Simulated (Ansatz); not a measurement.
A geometry of HfSiO$_{4}$ away from equilibrium: step 2 of the relaxation of a relaxed HfSiO4 cell, doubled along one cell vector, shaken by Gaussian noise of σ = 0.08 Å a coordinate. Calculation: PBE (plane waves to 420 eV, PAW, scalar-relativistic; Ansatz, a quantum-chemistry and plane-wave program). Γ-centred k-mesh 7×7×2 on the run's cell (coarser than for final values), Fermi–Dirac smearing 0.05 eV.

```xyz
12
Lattice="3.5850 0.0460 0.0014 -1.7526 3.1424 0.0018 0.0042 0.0089 11.1997" Properties=species:S:1:pos:R:3 pbc="T T T"
Hf    -0.0511     0.1341     2.9083
Hf    -0.1398    -0.1336     8.3766
Si     0.0205     0.3194     0.0535
Si    -0.0119     0.0305     5.6018
O     -0.0417     2.1907     1.3931
O     -0.0462     2.0498     7.0739
O      1.8206     1.0832     1.5237
O      1.8442     0.9179     7.2165
O      1.8020     1.1190     4.0647
O      1.7397     0.9764     9.7186
O      0.0379     2.1306     3.9575
O     -0.1029     2.0678     9.6521
```

Task: What forces act on the atoms (eV/Å)?

Result: 
```csv
atom,Fx,Fy,Fz
Hf1,-0.12,0.21,0.30
Hf2,-0.30,-0.52,0.74
Si3,0.44,2.04,-0.17
Si4,0.08,0.39,0.56
O5,-0.32,-0.54,-0.47
O6,0.07,-0.38,-0.45
O7,0.22,-0.64,0.18
O8,0.00,0.21,0.23
O9,0.30,-0.30,0.21
O10,-0.05,-0.39,0.26
O11,-0.26,0.23,-0.86
O12,-0.07,-0.33,-0.53
```

Task: What is the pressure?

Result: -1.0 GPa, compression positive.

Task: How much energy per atom can still be gained by relaxing?

Result: 2.33 eV/atom; the path ends in Pmm2 (No. 25).

No spin polarisation in the result. No dispersion correction is included, so spacings between layers, chains or molecules are soft and tend to come out too large.

The end of the path is a generated cell of HfSiO4: the first start was made by placing the elements on the sites of a structure type, and the end was not matched to a known phase here, so it may be hypothetical.
